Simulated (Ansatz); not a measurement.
Here is the system:

Si₂BN:
```
CELL_PARAMETERS angstrom
      1.56436     0.90318     5.38056
     -1.56436     0.90318     5.38056
      0.00000    -1.80636     5.38056
ATOMIC_POSITIONS crystal
  B  0.01297 0.01297 0.01297
  N  0.11466 0.11466 0.11466
  Si 0.48964 0.48964 0.48964
  Si 0.63276 0.63276 0.63276
```

This is the r²SCAN-relaxed structure.

Question: All from DFT-r²SCAN in the program Ansatz with PAW potentials, unless another level is named. Give the electronic character.

Answer: metallic (no gap).

Question: Predict the density of states at the Fermi level.

Answer: 0.22 states/eV per atom (mean over ±0.08 eV).

Question: Next, the formation energy from the elements (no fitted shifts)?

Answer: 0.050 eV/atom.

Space group R3m. The start of the workflow was typed in or built on a structure type; neither database checked (COD, Materials Project) lists it. Its standing as an ambient phase is unchecked. The cell was relaxed with r²SCAN under the symmetry of its start; its stability against distortions is not shown here. The references are the lowest solids computed at this level, not always the standard phases (solids in place of the gases).

Potentials: the earlier of the program's two PAW sets. The files were generated under PBE; for other functionals the program regenerates the frozen cores, and for LDA and PBEsol the local potential too.
